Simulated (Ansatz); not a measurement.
Field gradients of SiO₂ from run to run

Cell of run 1: an entry of the Crystallography Open Database (COD), taken as it stands.

Space group P4_12_12 (No. 92); a = 4.7460, c = 6.4450 Å.

| site | Wyckoff | site symmetry | x | y | z |
| --- | --- | --- | --- | --- | --- |
| Si | 4a | ..2 | 0.3237 | 0.3237 | 0.0000 |
| O | 8b | 1 | 0.2338 | 0.1546 | 0.1992 |

One atom of each set is listed.

Relaxed positions (PBE, cell held):

Si (0.3281, 0.3281, 0.0000)
O (0.2266, 0.1604, 0.2069)

All runs are DFT with Ansatz 0.2.0 (plane waves and PAW, scalar-relativistic unless spin–orbit coupling is named, Γ-centred meshes, Fermi–Dirac smearing where given) in this cell.

Run 1: PBE, gradients read without the response of the cores, atoms as given; 420 eV, 5×5×3 k-points, smearing 0.02 eV.
Run 2: PBE, gradients read without the response of the cores, atoms relaxed; 420 eV, 5×5×3 k-points, smearing 0.02 eV.
Run 3: r2SCAN, gradients read without the response of the cores, at the relaxed atoms; 500 eV, 5×5×3 k-points, smearing 0.02 eV.

**Question.** What does each run give, and what moves the gradients most?

**Answer.** 

| run | Si V_zz (η) | O V_zz (η) |
| --- | --- | --- |
| 1 | -1.11 (0.35) | 8.54 (0.23) |
| 2 | -0.63 (0.64) | 8.80 (0.35) |
| 3 | -0.64 (0.62) | 8.73 (0.35) |

V_zz in 10²¹ V/m². Against run 1, the gradient tensors on these sites move by at most 1.44 in run 2 (Si), 1.42 in run 3 (Si). Taken one at a time, the positions of the atoms (as given or relaxed) move the tensors on these sites by up to 1.44 (largest principal value of the change, on Si), the functional (r2SCAN with its higher cutoff) by 0.08 (O). On some sites the largest principal value moves to another axis from run to run, and the sign of V_zz can flip with it.

The cell is 15 % smaller than that of α-cristobalite at ambient conditions, so the entry probably stands for a crystal under pressure. In runs 1, 3 the atoms aren't at the calculated equilibrium (largest force 2.0, 0.39 eV/Å). The cell isn't the equilibrium one in runs 1, 2 (calculated pressure 14, 6 GPa, with larger principal stresses), and the entry's cell may itself be off.
